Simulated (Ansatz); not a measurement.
IrC:
```
CELL_PARAMETERS angstrom
      0.00000     2.19003     2.19003
      2.19003     0.00000     2.19003
      2.19003     2.19003     0.00000
ATOMIC_POSITIONS crystal
  Ir 0.00000 0.00000 0.00000
  C  0.50000 0.50000 0.50000
```

Relaxed with r²SCAN.

Question: Map the electron localisation function on the plane through (0.000, 0.000, 0.000) spanned by u = [1, 0, 0] and v = [0, 1, -1] in lattice vectors, from the program Ansatz at the r²SCAN level (PAW).

Answer: x is the fraction of u, y of v (the angle between them is 90°; rows are the nearest grid lines); atoms in the plane: Ir at (0.00, 0.00), C at (0.50, 0.50).
```
y \ x   0.000  0.0625  0.188  0.250  0.375  0.438  0.562  0.625  0.750  0.812  0.938   1.00
------  -----  ------  -----  -----  -----  -----  -----  -----  -----  -----  -----  -----
1.00    0.370   0.442  0.613  0.538  0.228  0.173  0.173  0.228  0.538  0.613  0.442  0.370
0.938   0.443   0.479  0.556  0.472  0.222  0.196  0.196  0.222  0.472  0.556  0.479  0.443
0.875   0.567   0.543  0.420  0.326  0.253  0.298  0.298  0.253  0.326  0.420  0.543  0.567
0.750   0.538   0.472  0.233  0.279  0.659  0.715  0.715  0.659  0.279  0.233  0.472  0.538
0.688   0.366   0.320  0.276  0.478  0.779  0.747  0.747  0.779  0.478  0.276  0.320  0.366
0.625   0.228   0.222  0.409  0.659  0.731  0.564  0.564  0.731  0.659  0.409  0.222  0.228
0.562   0.173   0.196  0.514  0.715  0.564  0.204  0.204  0.564  0.715  0.514  0.196  0.173
0.438   0.173   0.196  0.514  0.715  0.564  0.204  0.204  0.564  0.715  0.514  0.196  0.173
0.375   0.228   0.222  0.409  0.659  0.731  0.564  0.564  0.731  0.659  0.409  0.222  0.228
0.312   0.366   0.320  0.276  0.478  0.779  0.747  0.747  0.779  0.478  0.276  0.320  0.366
0.250   0.538   0.472  0.233  0.279  0.659  0.715  0.715  0.659  0.279  0.233  0.472  0.538
0.125   0.567   0.543  0.420  0.326  0.253  0.298  0.298  0.253  0.326  0.420  0.543  0.567
0.0625  0.443   0.479  0.556  0.472  0.222  0.196  0.196  0.222  0.472  0.556  0.479  0.443
0.000   0.370   0.442  0.613  0.538  0.228  0.173  0.173  0.228  0.538  0.613  0.442  0.370
```

The density is the valence pseudo-density with augmentation charge, so density and ELF within about 1 Å of a nucleus are not all-electron values.

Space group Fm-3m (rock salt). The start of the workflow was typed in or built on a structure type; neither database checked (COD, Materials Project) lists it. Whether it is the stable phase at ambient conditions was not checked. The cell was relaxed with r²SCAN under the symmetry of its start. At this level the phase is mechanically unstable. No spin polarisation was allowed. Its formation energy is positive at this level, so the cell may be metastable or incomplete. Scalar-relativistic: spin–orbit coupling is off unless named, which matters more the heavier the elements.

Potentials: the earlier of the program's two PAW sets. The files were generated under PBE; for other functionals the program regenerates the frozen cores, and for LDA and PBEsol the local potential too.
